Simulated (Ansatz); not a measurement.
**TiO2 under uniaxial strain: field gradients at the nuclei**

Cell: a COD entry, its atoms then relaxed with PBE in this cell.

```yaml
crystal:
  lattice:
    - [-1.89210, 1.89210, 4.75730]
    - [1.89210, -1.89210, 4.75730]
    - [1.89210, 1.89210, -4.75730]
  atoms:
    - { symbol: Ti, position: [0.00000, 0.00000, 0.00000] }
    - { symbol: Ti, position: [0.75000, 0.25000, 0.50000] }
    - { symbol: O, position: [0.20879, 0.20879, 0.00000] }
    - { symbol: O, position: [0.95879, 0.45879, 0.50000] }
    - { symbol: O, position: [0.54121, 0.04121, 0.50000] }
    - { symbol: O, position: [0.79121, 0.79121, 0.00000] }
```

Sites (sets of like atoms) are named by element and the number of their first atom in this list.

Method: Kohn–Sham DFT in Ansatz, PBE, plane waves and PAW, scalar-relativistic, 420 eV cutoff, Γ-centred 11×11×11 k-points, Fermi–Dirac smearing 0.02 eV.

The cell is stretched along z (the third Cartesian axis of the run's cell), x and y held, and the ions relax again each time.

| strain along z (%) | Ti: V along z (10²¹ V/m²) | O: V along z (10²¹ V/m²) |
| --- | --- | --- |
| -3 | 0.84 | -0.36 |
| -2 | ? | ? |
| -1 | 1.09 | -0.43 |
| 0 | 1.23 | -0.46 |
| +1 | 1.36 | -0.48 |
| +2 | 1.47 | -0.51 |
| +3 | 1.56 | -0.54 |

Problem. Estimate the row at -2 % from the others.

Solution. Ti: 0.92; O: -0.41. Worked for Ti: a straight line through the other 6 rows has a slope of 0.123 × 10²¹ V/m² per per cent of strain and gives 0.97 at -2 %, against 0.92 from the run; over all rows the step per per cent runs from 0.085 at the compressed end to 0.096 at the stretched end. For ⁴⁷Ti that is 0.90 MHz of C_Q per per cent. Worked for O: a straight line through the other 6 rows has a slope of -0.030 × 10²¹ V/m² per per cent of strain and gives -0.40 at -2 %, against -0.41 from the run; the response is too small for these digits to tell its shape.

At this cell the principal stresses reach 5 GPa in size with PBE, which can matter for small gradients.
